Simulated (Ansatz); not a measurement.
AlNi (CsCl type)

```xyz
2
Lattice="2.8930 0.0000 0.0000 0.0000 2.8930 0.0000 0.0000 0.0000 2.8930" Properties=species:S:1:pos:R:3 pbc="T T T"
Al     0.0000     0.0000     0.0000
Ni     1.4465     1.4465     1.4465
```

Two-dimensional scan of atom 2 (Ni, nearest neighbour Al at 2.505 Å; its periodic images, 2.9 Å or more away, move with it): u runs along (0.707, 0.707, 0.000), v along (0.000, 0.000, 1.000) (Cartesian). Cell and other atoms are fixed.

Level of theory: PBE (plane waves to 420 eV, PAW, scalar-relativistic; Ansatz, a first-principles code). k mesh 13×13×13 (Γ-centred), Fermi-Dirac smearing 0.05 eV. The energy includes the smearing's −TS. With partly filled bands, energies and forces of such displacements shift with the k mesh and the smearing. AlNi is run without spin polarisation. AlNi was relaxed with its symmetry unable to fall. The last digit holds for this mesh only.

Changes of ΔE (meV/cell) from the point u = 0.000 Å, v = 0.000 Å when one coordinate moves alone (two changes are said to add if the coupling is within 5 % of the smaller one, nearly so within 20 %):

| point | change |
|---|---|
| u = 0.000 Å, v = -0.380 Å | 409.2 |
| u = 0.000 Å, v = -0.253 Å | 181.9 |
| u = 0.000 Å, v = -0.127 Å | 45.4 |
| u = -0.380 Å, v = 0.000 Å | 459.0 |
| u = -0.253 Å, v = 0.000 Å | 191.7 |
| u = -0.127 Å, v = 0.000 Å | 46.0 |
| u = 0.127 Å, v = 0.000 Å | 46.0 |
| u = 0.253 Å, v = 0.000 Å | 191.7 |
| u = 0.380 Å, v = 0.000 Å | 459.0 |
| u = 0.000 Å, v = 0.127 Å | 45.4 |
| u = 0.000 Å, v = 0.253 Å | 181.9 |
| u = 0.000 Å, v = 0.380 Å | 409.2 |

What is the change at u = -0.380 Å, v = -0.380 Å, where both move, and how far is it from the sum?

The sum of the single changes is 459.0 + (409.2) = 868.2; the calculation gives 1099.1, so the coupling contributes 230.9 (over 20 % of the smaller single change, not additive).

What is the change at u = -0.127 Å, v = -0.253 Å, where both move, and how far is it from the sum?

The sum of the single changes is 46.0 + (181.9) = 227.9; the calculation gives 238.0, so the coupling contributes 10.1 (over 20 % of the smaller single change, not additive).

Do the two effects add at u = 0.127 Å, v = -0.127 Å? Give the computed change.

The sum of the single changes is 46.0 + (45.4) = 91.4; the calculation gives 94.0, so the coupling contributes 2.6 (under 20 % of the smaller single change, nearly additive).

(For displaced atoms, the force is minus the slope of the energy, and its curvature is a force constant, which sets phonon frequencies.)
